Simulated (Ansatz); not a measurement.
CsAlMo2O8 in space group P-3m1 (No. 164; Pearson symbol hP12), PBEsol in the plane-wave PAW code Ansatz, all energies at zero smearing, with the estimated change up to a 700 eV cutoff added, with one set of potentials and settings (totals compare only within such a set). Cell of 12 atoms (1 Cs, 1 Al, 2 Mo, 8 O): -20399.360 eV.

```
element                            reference phase  E (eV/atom)
-------  -----------------------------------------  -----------
Cs                   P6_3/mmc, 2 atoms in the cell   -5585.7977
Al                      Fm-3m, 1 atoms in the cell    -524.5507
Mo                      Im-3m, 1 atoms in the cell   -4897.4695
O        C2/m, 4 atoms in the cell, spin-polarised    -558.3554
```

Formation energy per atom, worked out: (-20399.360 − 1×(-5585.7977) − 1×(-524.5507) − 2×(-4897.4695) − 8×(-558.3554))/12 = -2.269 eV/atom (-219 kJ per mol of atoms), at 0 K, without zero-point energy or fitted corrections.

The workflow started from a Materials Project entry (that database holds measured and hypothetical structures alike); the Crystallography Open Database files this formula in space group No. 164, but the cells were not matched. Its standing as an ambient phase is unchecked. The cell was relaxed with PBEsol under the symmetry of its start; its stability against distortions is not shown here. The run is not spin-polarised. No Hubbard U is applied. The references are the lowest solids computed at this level, not always the standard phases (solids in place of the gases). Scalar-relativistic: spin–orbit coupling is off unless named, which matters more the heavier the elements.

Potentials: the later of the program's two PAW sets.
